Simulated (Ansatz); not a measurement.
This Ti5WC6 structure is the end of a relaxation. The cell was found from a structure generator's guess, not taken from experiment.

Method: DFT PBE, scalar-relativistic, plane waves, PAW (Ansatz 0.2.0). Cutoff 420 eV, Γ-centred mesh, Gaussian smearing, no spin polarisation.

```
Ti W C
1.0
     3.06906    0.00000    0.00000
     0.00000    3.06906    0.00000
     0.00000    0.00000   12.98843
Ti W C
5 1 6
Direct
  0.00000 0.00000 0.83040
  0.50000 0.50000 0.66563
  0.00000 0.00000 0.50000
  0.50000 0.50000 0.33437
  0.00000 0.00000 0.16960
  0.50000 0.50000 0.00000
  0.00000 0.00000 0.66680
  0.50000 0.50000 0.50000
  0.00000 0.00000 0.33320
  0.50000 0.50000 0.16591
  0.00000 0.00000 0.00000
  0.50000 0.50000 0.83409
```

Formation energies are uncorrected and refer to the elements' standard structures at the same level.

**Question.** Find its symmetry and describe it.

**Answer.** P4/mmm (No. 123), with Ti and W ordered on rock salt sites. Conventional cell: a = 3.069 Å, c = 12.988 Å. Ti on a site of symmetry 4mm has 6 C at 2.12–2.20 Å, 8 Ti at 3.05–3.07 Å and 4 W at 3.09 Å; Ti on a second site of symmetry 4mm has 6 C at 2.15–2.19 Å; W has 6 C at 2.15–2.17 Å, 4 W at 3.07 Å and 8 Ti at 3.09 Å; C on a site of symmetry 4mm is surrounded by 6 Ti at 2.12–2.17 Å; 4 more sites not described.

**Question.** How far does it lie from the elements in energy?

**Answer.** −0.70 eV/atom. It lies below the elements, which doesn't yet make it stable against other compounds or structures.

**Question.** Is it a metal?

**Answer.** Yes, bands cross the Fermi level on the 12×12×4 mesh.

The last run used a 12×12×4 mesh (in the run's order of axes) for its 12-atom cell and Gaussian smearing of 0.10 eV. These runs have no spin–orbit coupling, which can matter for W. The reference form of C is held partly by dispersion forces, which this level lacks. A later test with randomly moved atoms came back to the same energy, though modes that don't fit the test's cell weren't probed.
